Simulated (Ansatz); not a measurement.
**Calculated quadrupolar parameters for TiO2 at a changed volume**

The cell is an entry of the Crystallography Open Database (COD), relaxed with PBE at fixed cell and then changed (volume scaled by 1.02, ions relaxed).

```cif
data_TiO2
_symmetry_space_group_name_H-M 'I4_1/amd:1'
_symmetry_Int_Tables_number 141
_cell_length_a 3.8093
_cell_length_b 3.8093
_cell_length_c 9.5776
_cell_angle_alpha 90.000
_cell_angle_beta 90.000
_cell_angle_gamma 90.000
loop_
_atom_site_label
_atom_site_type_symbol
_atom_site_symmetry_multiplicity
_atom_site_Wyckoff_symbol
_atom_site_fract_x
_atom_site_fract_y
_atom_site_fract_z
Ti Ti 4 a 0.0000 0.0000 0.0000
O O 8 e 0.0000 0.0000 0.2080
```

One atom of each set is listed; the run and its k-mesh use a cell of 6 atoms with edges of 5.49, 5.49, 5.49 Å.

All values are calculated (Ansatz; DFT, PBE, plane waves and PAW, scalar-relativistic, 420 eV cutoff, Γ-centred 11×11×11 k-points, Fermi–Dirac smearing 0.02 eV), not measured.

Conventions: |V_zz| ≥ |V_yy| ≥ |V_xx|, η = (V_xx − V_yy)/V_zz, C_Q = eQV_zz/h.

⁴⁷Ti: I = 5/2, Q = 302.0 mb; O-17: I = 5/2, Q = -25.58 mb. Quadrupole moments are those of Pyykkö's year-2017 table.

| site | atoms | first shell | V_xx, V_yy, V_zz (10²¹ V/m²) | η | C_Q (MHz) |
| --- | --- | --- | --- | --- | --- |
| Ti | 2 | 6 O at 1.95–1.99 Å | -0.35, -0.35, 0.70 | 0.00 | 5.13 |
| O | 4 | 3 Ti at 1.95–1.99 Å | -0.57, -1.41, 1.98 | 0.42 | -1.23 |

An axis of threefold or higher order runs through Ti, so V_zz lies along it and η is zero.
